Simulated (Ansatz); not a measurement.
V3Ga, first-principles data

V3Ga:
```
V3Ga
1.0
    4.75827     0.00000     0.00000
    0.00000     4.75827     0.00000
    0.00000     0.00000     4.75827
V Ga
6 2
Direct
  0.50000   0.25000   0.00000
  0.50000   0.75000   0.00000
  0.25000   0.00000   0.50000
  0.75000   0.00000   0.50000
  0.00000   0.50000   0.25000
  0.00000   0.50000   0.75000
  0.50000   0.50000   0.50000
  0.00000   0.00000   0.00000
```
The run is spin-polarised; directions of the spins, atom by atom: ↑ ↑ ↑ ↑ ↑ ↑ 0 0.

Space group Pm-3n (No. 223), A15 (Cr3Si type); conventional cell a = 4.7583 Å, b = 4.7583 Å, c = 4.7583 Å, α = 90.00°, β = 90.00°, γ = 90.00°.

Method: r²SCAN in the plane-wave PAW code Ansatz. The cell and atoms are relaxed at this level. Other levels are named where they apply.

Cell and energy:

| Item | Value |
|---|---|
| Volume per atom | 13.47 Å³ |
| Density | 6.86 g/cm³ |
| Formation energy from the elements (no fitted shifts) | -22 kJ/mol of atoms |

Electronic structure:

| Quantity | Value |
|---|---|
| Electronic character | metallic (no gap) |
| Density of states at the Fermi level | 1.3 states/eV per atom (mean over ±0.08 eV) |

Magnetism:

| Quantity | Value |
|---|---|
| Magnetic order | ferromagnetic |
| Net moment | 0.41 μB per atom |

Mechanics:

| Property | Value |
|---|---|
| Bulk modulus (Birch–Murnaghan fit) | 176 GPa |
| Pressure derivative B′ | 4.4 |
| Elastic constants (relaxed ions, GPa) | C11 = 271, C12 = 131, C44 = 38.8 |
| Mechanical stability | stable (all eigenvalues of C positive) |
| Hill bulk and shear moduli | 177 and 49.3 GPa |
| Young's modulus | 135 GPa |
| Poisson's ratio | 0.37 |
| Debye temperature from the elastic constants | 378 K |

The first step of the workflow began from a Materials Project structure, measured or hypothetical; the Crystallography Open Database copy checked does not list it. Whether it is the stable phase at ambient conditions was not checked. The cell was relaxed with r²SCAN under the symmetry of its start; whether a distortion lowers the energy is not shown. Spin order of the final state: ferromagnetic, chosen from 2 collinear starts compared on coarse meshes (ties went to the first, and starts can fall back to one state), not a proven ground state. Other orbital occupations within this spin state were not tried. As this level gives no gap, shear constants depend on the k-mesh and smearing (Fermi–Dirac, 0.1 eV here). The references are the lowest solids computed at this level, not always the standard phases. Scalar-relativistic: spin–orbit coupling is off unless named, which matters more the heavier the elements.

Potentials: the later of the program's two PAW sets.
